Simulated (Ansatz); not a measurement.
Trends among crystals of one structure type (Pm-3m)

All 4 crystals share space group Pm-3m (No. 221) and the same kinds of sites, 2 atoms in the primitive cell. They are database entries and needn't be the stable phases. The set is a selection: crystals with an unstable lattice, a very soft shear in a metal or doubtful stress slopes were left out. Cells are relaxed by PAW under the functional.

Quantity: elastic moduli (Hill averages, relaxed ions; θ_D from sound speeds over directions). Level: PBEsol, all-electron LAPW in Ansatz 0.2.0, scalar-relativistic.

```
crystal  cell (conventional)    k mesh  smearing (eV)
   BePd          a = 2.798 Å  14×14×14           0.08
   CaPd          a = 3.469 Å  12×12×12           0.08
   CuPd          a = 2.962 Å  16×16×16           0.08
   InPd          a = 3.247 Å  14×14×14           0.05
```

Problem. Rank them by C44, lowest first.
A. InPd
B. CaPd
C. CuPd
D. BePd

Solution. B (30.7 GPa), A (61.0 GPa), D (87.5 GPa), C (109 GPa).

All values:

| crystal | B (GPa) | G (GPa) | C11 (GPa) | C44 (GPa) | ν | θ_D (K) |
| --- | --- | --- | --- | --- | --- | --- |
| BePd | 191 | 53.5 | 225 | 87.5 | 0.372 | 366 |
| CaPd | 63.6 | 25.9 | 90.3 | 30.7 | 0.321 | 254 |
| CuPd | 185 | 52.3 | 206 | 109 | 0.371 | 296 |
| InPd | 137 | 28.5 | 148 | 61.0 | 0.403 | 202 |

Caveats: responses of metals move with mesh and smearing; the softest shear constant rests on one k mesh, and a soft shear can herald a distortion on cooling (BePd, CuPd, InPd).
